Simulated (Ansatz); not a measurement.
Ca$_{6}$Sb$_{2}$PN:
```
Ca6Sb2PN
1.0
    0.00000     5.11175     5.11175
    5.11175     0.00000     5.11175
    5.11175     5.11175     0.00000
Ca Sb P N
6 2 1 1
Direct
  0.26423   0.73577   0.73577
  0.73577   0.26423   0.26423
  0.73577   0.26423   0.73577
  0.26423   0.73577   0.26423
  0.73577   0.73577   0.26423
  0.26423   0.26423   0.73577
  0.25000   0.25000   0.25000
  0.75000   0.75000   0.75000
  0.00000   0.00000   0.00000
  0.50000   0.50000   0.50000
```

DFT-PBE in the program Ansatz with PAW potentials gives a gap of 0.63 eV without spin–orbit coupling, maximum at Γ, minimum at Γ.

### Question
What happens when spin–orbit coupling is switched on?

### Answer
The gap decreases by 0.13 eV, to 0.50 eV; maximum at Γ, minimum at Γ.

### Question
How large is the spin–orbit splitting of the valence top at Γ?

### Answer
The fourfold level lies 0.37 eV above the split-off pair.

### Question
Give the electron effective mass with spin–orbit coupling, band 1 of 2 at the edge.

### Answer
0.90 along [100], 0.36 along [110], 0.25 along [111] (mₑ).

### Question
Give the electron effective mass with spin–orbit coupling, band 2 of 2 at the edge.

### Answer
0.12 along [100], 0.15 along [110], 0.19 along [111] (mₑ).

### Question
Give the hole effective mass with spin–orbit coupling, band 1 of 2 at the edge.

### Answer
0.35 along [100], 0.25 along [110], 0.22 along [111] (mₑ).

### Question
Give the hole effective mass with spin–orbit coupling, band 2 of 2 at the edge.

### Answer
0.087 along [100], 0.097 along [110], 0.10 along [111] (mₑ).

Space group Fm-3m. The start of the workflow was typed in or built on a structure type; neither database checked (COD, Materials Project) lists it. Whether it is the stable phase at ambient conditions was not checked. The PBE relaxation kept the symmetry of its start; its stability against distortions is not shown here.

Potentials: the later of the program's two PAW sets.
